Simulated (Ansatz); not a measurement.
CoB3N3:
```cif
data_B6Co2N6
_chemical_formula_sum 'B6 N6 Co2'
_space_group_name_H-M_alt 'P 1'
_space_group_IT_number 1
_cell_length_a 4.43494
_cell_length_b 4.43494
_cell_length_c 7.16509
_cell_angle_alpha 90.000
_cell_angle_beta 90.000
_cell_angle_gamma 120.000
loop_
_space_group_symop_operation_xyz
  'x, y, z'
loop_
_atom_site_label
_atom_site_type_symbol
_atom_site_fract_x
_atom_site_fract_y
_atom_site_fract_z
_atom_site_occupancy
B1 B 0.34216 0.34216 0.00000 1
N1 N 0.33333 0.66667 0.00000 1
N2 N 0.66998 0.66998 0.50000 1
B2 B 0.66358 0.00000 0.50000 1
B3 B 0.00000 0.65784 0.00000 1
N3 N 0.00000 0.00000 0.00000 1
N4 N 0.33002 0.00000 0.50000 1
B4 B 0.33642 0.33642 0.50000 1
B5 B 0.65784 0.00000 0.00000 1
N5 N 0.66667 0.33333 0.00000 1
N6 N 0.00000 0.33002 0.50000 1
B6 B 0.00000 0.66358 0.50000 1
Co1 Co 0.00000 0.00000 0.26349 1
Co2 Co 0.00000 0.00000 0.73651 1
```
Starting moments (μB, in the order of the atoms B N N B B N N B B N N B Co Co): -0.1 0.0 0.0 0.0 -0.1 0.1 0.0 0.0 -0.1 0.0 0.0 0.0 1.1 1.1.

Relaxed with PBE.

Problem. Which orbitals make up the states near the band edges in plane-wave PAW PBE (Ansatz code)?

Solution. Top 1 eV of the valence band: Co 3d 81 %, N 2p 11 %. Bottom 1 eV of the conduction band: Co 3d 82 %, B 2p 8 %, N 2p 8 %. Projections are on Löwdin-orthogonalised atomic valence shells; empty p or d shells of many metals are not among them.

Problem. Tabulate the density of states.

Solution. States/eV per cell of 14 atoms, in 0.25 eV bins, energy from the valence-band maximum.

| E (eV) | total | Co 3d | N 2p | B 2p |
|---|---|---|---|---|
| -7.88 | 6.14 | 0.17 | 3.95 | 1.59 |
| -7.63 | 6.19 | 0.19 | 4.01 | 1.67 |
| -7.38 | 5.10 | 0.15 | 3.31 | 1.36 |
| -7.13 | 4.89 | 0.12 | 3.20 | 1.33 |
| -6.88 | 6.34 | 0.13 | 4.19 | 1.72 |
| -6.63 | 5.40 | 0.13 | 3.61 | 1.43 |
| -6.38 | 4.19 | 0.13 | 2.84 | 1.05 |
| -6.13 | 4.91 | 0.19 | 3.35 | 1.20 |
| -5.88 | 5.96 | 0.35 | 3.97 | 1.50 |
| -5.63 | 8.84 | 0.75 | 5.83 | 2.12 |
| -5.38 | 5.38 | 0.57 | 3.74 | 0.99 |
| -5.13 | 3.78 | 0.43 | 2.66 | 0.63 |
| -4.88 | 2.22 | 0.15 | 1.57 | 0.47 |
| -4.63 | 1.98 | 0.11 | 1.34 | 0.51 |
| -4.38 | 2.38 | 0.19 | 1.56 | 0.60 |
| -4.13 | 1.23 | 0.13 | 0.77 | 0.32 |
| -3.88 | 0.85 | 0.09 | 0.54 | 0.21 |
| -3.63 | 0.67 | 0.08 | 0.43 | 0.15 |
| -3.38 | 0.54 | 0.07 | 0.36 | 0.11 |
| -3.13 | 0.44 | 0.06 | 0.30 | 0.08 |
| -2.88 | 0.34 | 0.05 | 0.25 | 0.05 |
| -2.63 | 0.25 | 0.07 | 0.14 | 0.03 |
| -2.38 | 2.94 | 2.11 | 0.29 | 0.49 |
| -2.13 | 4.72 | 3.55 | 0.33 | 0.67 |
| -1.88 | 7.50 | 5.73 | 0.50 | 0.97 |
| -1.63 | 9.94 | 7.85 | 0.69 | 0.97 |
| -1.38 | 14.09 | 11.75 | 0.75 | 0.94 |
| -1.13 | 11.46 | 9.44 | 0.98 | 0.67 |
| -0.88 | 8.27 | 6.63 | 0.78 | 0.51 |
| -0.63 | 6.97 | 6.11 | 0.50 | 0.19 |
| -0.38 | 2.13 | 1.56 | 0.35 | 0.14 |
| -0.13 | 3.90 | 3.01 | 0.63 | 0.11 |
| 0.12 | 0.02 | 0.01 | 0.00 | 0.00 |
| 0.37 | 7.43 | 6.55 | 0.51 | 0.21 |
| 0.62 | 0.57 | 0.47 | 0.07 | 0.02 |
| 0.87 | 0.01 | 0.00 | 0.00 | 0.00 |
| 1.12 | 0.88 | 0.22 | 0.09 | 0.47 |
| 1.37 | 2.41 | 0.61 | 0.26 | 1.18 |
| 1.62 | 4.10 | 1.11 | 0.50 | 1.81 |
| 1.87 | 3.68 | 0.75 | 0.51 | 1.63 |
| 2.12 | 3.72 | 0.61 | 0.52 | 1.62 |
| 2.37 | 3.69 | 0.52 | 0.53 | 1.62 |
| 2.62 | 3.38 | 0.43 | 0.47 | 1.50 |
| 2.87 | 3.84 | 0.48 | 0.55 | 1.73 |
| 3.12 | 4.80 | 0.59 | 0.72 | 2.23 |
| 3.37 | 4.93 | 0.61 | 0.81 | 2.10 |
| 3.62 | 3.88 | 0.43 | 0.78 | 1.56 |
| 3.87 | 2.58 | 0.28 | 0.56 | 0.90 |
| 4.12 | 2.30 | 0.23 | 0.64 | 0.76 |
| 4.37 | 1.82 | 0.15 | 0.51 | 0.64 |
| 4.62 | 1.72 | 0.11 | 0.41 | 0.57 |
| 4.87 | 2.21 | 0.12 | 0.43 | 0.77 |
| 5.12 | 2.26 | 0.11 | 0.39 | 0.74 |

Space group P-62m. The start of the workflow was typed in or built on a structure type; neither database checked (COD, Materials Project) lists it. Whether it is the stable phase at ambient conditions was not checked. The PBE relaxation kept the symmetry of its start; whether a distortion lowers the energy is not shown. Magnetic state: ferromagnetic, chosen from 2 collinear starts compared on coarse meshes (ties went to the first, and starts can fall back to one state), not a proven ground state. No Hubbard U is applied.

Potentials: the earlier of the program's two PAW sets.
